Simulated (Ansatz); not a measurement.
Al:
```
Al
1.0
   -4.06819     4.06819     1.35945
    4.06819    -4.06819     1.35945
    4.06819     4.06819    -1.35945
Al
4
Direct
  0.35281   0.85281   0.20562
  0.64719   0.14719   0.79438
  0.85281   0.64719   0.50000
  0.14719   0.35281   0.50000
```

Relaxed with r²SCAN. Special points in fractions of this cell's reciprocal vectors: Γ (0.000, 0.000, 0.000); X (0.000, 0.000, 0.500); M (-0.500, 0.500, 0.500); Z (0.278, 0.278, -0.278); Z0 (-0.278, 0.722, 0.278); P (0.250, 0.250, 0.250); N (0.000, 0.500, 0.000).

Question: List the band energies nearest the Fermi level at these points for DFT-r²SCAN in the program Ansatz with PAW potentials.

Answer: In eV from the Fermi level; about four levels below and three above (degenerate sets whole), none deeper than 8.9 eV; points with the same levels are listed once.

```
k                          below                above
-  -----------------------------  -------------------
Γ        -5.70 -5.70 -4.39 -1.10       1.15 1.15 3.25
X        -5.44 -5.35 -2.55 -1.60       1.07 1.10 5.17
M  -8.32 -8.32 -3.77 -0.79 -0.79       0.73 1.62 3.13
Z        -4.33 -4.33 -4.31 -0.15       0.24 0.72 0.72
P        -0.24 -0.24 -0.09 -0.09  2.46 2.46 3.32 3.32
N        -3.08 -3.08 -1.52 -1.52  1.66 1.66 2.00 2.00
```

Space group I4/mcm. The start of the workflow was typed in or built on a structure type; neither database checked (COD, Materials Project) lists it. It is not the phase usual at ambient conditions (space group No. 225). Symmetry was held in the r²SCAN relaxation; whether a distortion lowers the energy is not shown.

Potentials: the later of the program's two PAW sets.
